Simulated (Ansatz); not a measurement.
Starting cell, CsPbCl3 (cubic perovskite):

```
CsPbCl3
1.0
    5.67354     0.00000     0.00000
    0.00000     5.67354     0.00000
    0.00000     0.00000     5.67354
Cs Pb Cl
1 1 3
Cartesian
  0.00000   0.00000   0.00000
  2.83677   2.83677   2.83677
  0.00000   2.83677   2.83677
  2.83677   2.83677   0.00000
  2.83677   0.00000   2.83677
```

In each cell atom 1 (Cs, nearest neighbour Cl at 4.012 Å; its periodic images, 5.7 Å or more away, move with it) moves by s·(1.000, 0.000, 0.000) (along Cartesian x), the rest being held.

Method: r2SCAN (plane waves to 500 eV, PAW, scalar-relativistic; Ansatz, a program for electronic structure). k mesh 5×5×5 (Γ-centred), Fermi-Dirac smearing 0.05 eV. F∥ is the force on the atom along that direction. CsPbCl3 was relaxed with its symmetry unable to fall. Spin-orbit coupling is left out, though Pb is heavy. The PAW data are Ansatz's earlier set. This is a high-temperature form of CsPbCl3. 

```json
[
 {"s (Å)": "-0.800", "F∥ (eV/Å)": "0.353"},
 {"s (Å)": "-0.640", "F∥ (eV/Å)": "0.221"},
 {"s (Å)": "-0.480", "F∥ (eV/Å)": "0.127"},
 {"s (Å)": "-0.320", "F∥ (eV/Å)": "0.065"},
 {"s (Å)": "-0.160", "F∥ (eV/Å)": "0.026"},
 {"s (Å)": "0.000", "F∥ (eV/Å)": "0.000"},
 {"s (Å)": "0.160", "F∥ (eV/Å)": "-0.026"},
 {"s (Å)": "0.320", "F∥ (eV/Å)": "-0.065"},
 {"s (Å)": "0.480", "F∥ (eV/Å)": "-0.127"},
 {"s (Å)": "0.640", "F∥ (eV/Å)": "-0.221"},
 {"s (Å)": "0.800", "F∥ (eV/Å)": "-0.353"}
]
```

**Question.** What is the force constant k = d²E/ds² of this move at s = 0?

**Answer.** 0.15 eV/Å². The forces along the line at the two nearest points give (0.026 − (-0.026)) / (2·0.160) = 0.16 eV/Å²; the next pair corrects for the finite step.

(A displaced cell: forces are minus the slopes of the energy, force constants its curvatures, and phonons follow from these.)
